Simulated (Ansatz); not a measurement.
The relaxed structure here is a generated cell of La2O3: the first start was made by placing the elements on the sites of a structure type, and the end was not matched to a known phase here, so it may be hypothetical. Known forms of La2O3 include space group No. 164.

A relaxed cell of La2O3 (R32 (No. 155)), relaxed on a k-mesh at least as fine as the one used below. Computed with r2SCAN (plane waves to 500 eV, PAW, scalar-relativistic; Ansatz, a quantum-chemistry and plane-wave program). Γ-centred k-mesh 5×3×5 on the run's cell (coarser than for final values), Fermi–Dirac smearing 0.05 eV.

```
CELL_PARAMETERS angstrom
      2.99452     1.72888     2.88338
     -5.98903     3.45777     5.76677
      0.00000    -3.45777     2.88338
ATOMIC_POSITIONS crystal
  O  0.20996 0.39502 0.50000
  O  0.20996 0.89502 0.50000
  O  0.50000 0.10498 0.79004
  O  0.50000 0.60498 0.79004
  O  0.79004 0.25000 0.20996
  O  0.79004 0.75000 0.20996
  La 0.28993 0.14497 0.28993
  La 0.28993 0.64497 0.28993
  La 0.71007 0.35503 0.71007
  La 0.71007 0.85503 0.71007
```

The atoms are displaced by (Å):

```csv
atom,ux,uy,uz
O1,0.055,0.119,-0.043
O2,0.085,0.161,-0.001
O3,-0.059,0.092,0.034
O4,0.045,-0.135,-0.017
O5,0.096,-0.018,0.032
O6,-0.125,-0.006,-0.023
La7,0.017,0.084,-0.011
La8,-0.091,-0.024,-0.028
La9,-0.135,-0.014,-0.194
La10,0.055,0.014,-0.082
```

### Question
What forces (eV/Å) and pressure result?

### Answer
```
atom     Fx     Fy     Fz
----  -----  -----  -----
O1    -0.98   0.03  -0.10
O2    -0.17  -1.17  -0.29
O3     0.84  -0.48  -0.89
O4    -1.17   0.71   0.37
O5    -0.48   0.30  -0.52
O6     0.72   0.10   0.02
La7   -0.19  -0.39  -0.12
La8    0.70   0.19  -0.38
La9    1.96   0.43   1.24
La10  -1.23   0.28   0.68
```

Pressure +2.3 GPa.

### Question
Estimate the energy cost of the displacement in the harmonic approximation and compare with the calculation.

### Answer
For a harmonic well ΔE = −½ Σ F·u = 0.705 eV a cell, or 70 meV/atom. The calculated energy relative to the undisplaced cell is +0.070 eV/atom, so the harmonic estimate holds well.

No spin polarisation in the result.

The run that gave the undisplaced cell could not lose the symmetry of its start; a randomly shaken copy of 10 atoms returns to this structure.
